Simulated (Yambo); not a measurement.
Absorption of K2PtH6 (space group Fm-3m, No. 225) with and without the electron-hole interaction (Yambo, PBEsol bands; 6×6×6 mesh, 6 valence and 6 conduction bands, static screening with 70 bands and a 3 Ry block, scissor 2.44 eV, Tamm-Dancoff; field along x).

| E (eV) | Im ε, BSE | Im ε, independent quasiparticles |
|---|---|---|
| 4.45 | 0.15 | 0.05 |
| 4.55 | 0.17 | 0.05 |
| 4.65 | 0.20 | 0.06 |
| 4.75 | 0.23 | 0.06 |
| 4.85 | 0.26 | 0.06 |
| 4.95 | 0.31 | 0.07 |
| 5.05 | 0.38 | 0.07 |
| 5.15 | 0.47 | 0.08 |
| 5.25 | 0.60 | 0.09 |
| 5.35 | 0.81 | 0.09 |
| 5.45 | 1.16 | 0.10 |
| 5.55 | 1.81 | 0.11 |
| 5.65 | 3.14 | 0.13 |
| 5.75 | 5.68 | 0.14 |
| 5.85 | 7.15 | 0.16 |
| 5.95 | 5.47 | 0.19 |
| 6.05 | 5.10 | 0.22 |
| 6.15 | 5.49 | 0.27 |
| 6.25 | 4.46 | 0.34 |
| 6.35 | 3.35 | 0.47 |
| 6.45 | 2.70 | 0.65 |
| 6.55 | 2.63 | 0.81 |
| 6.65 | 2.74 | 1.14 |
| 6.75 | 3.12 | 1.64 |
| 6.85 | 3.61 | 2.02 |
| 6.95 | 3.62 | 2.27 |
| 7.05 | 3.56 | 2.41 |
| 7.15 | 3.56 | 2.75 |
| 7.25 | 3.89 | 3.24 |
| 7.35 | 3.80 | 3.86 |
| 7.45 | 3.28 | 4.22 |
| 7.55 | 2.90 | 4.28 |
| 7.65 | 2.86 | 3.75 |
| 7.75 | 2.93 | 3.24 |
| 7.85 | 2.70 | 3.30 |
| 7.95 | 2.74 | 3.76 |
| 8.05 | 3.13 | 4.10 |
| 8.15 | 3.95 | 4.14 |
| 8.25 | 4.10 | 4.27 |
| 8.35 | 3.77 | 4.49 |
| 8.45 | 3.13 | 4.36 |
| 8.55 | 2.23 | 4.02 |
| 8.65 | 1.68 | 3.76 |
| 8.75 | 1.39 | 3.74 |
| 8.85 | 1.19 | 3.65 |
| 8.95 | 1.00 | 3.39 |
| 9.05 | 0.90 | 3.07 |
| 9.15 | 0.90 | 3.07 |
| 9.25 | 0.90 | 3.32 |
| 9.35 | 0.97 | 3.32 |
| 9.45 | 1.03 | 3.27 |
| 9.55 | 1.07 | 3.25 |
| 9.65 | 1.11 | 3.00 |
| 9.75 | 1.19 | 2.47 |
| 9.85 | 1.12 | 2.31 |
| 9.95 | 1.04 | 2.25 |
| 10.05 | 1.07 | 2.10 |
| 10.15 | 1.13 | 2.04 |

The scissor comes from a G0W0 run whose convergence isn't established. Broadening 0.15 eV. The band window holds all transitions up to 10.2 eV. Fine structure above the onset can come from the mesh.

Spin-orbit coupling is left out, which matters for elements this heavy: edges can move by tenths of an eV.

Geometry of the Materials Project entry, not relaxed at this level; primitive cell a = b = c = 5.742 Å, α = β = γ = 60.00°.

The structure is a Materials Project entry; no match was found in the copy of COD used, and its stability was not checked.
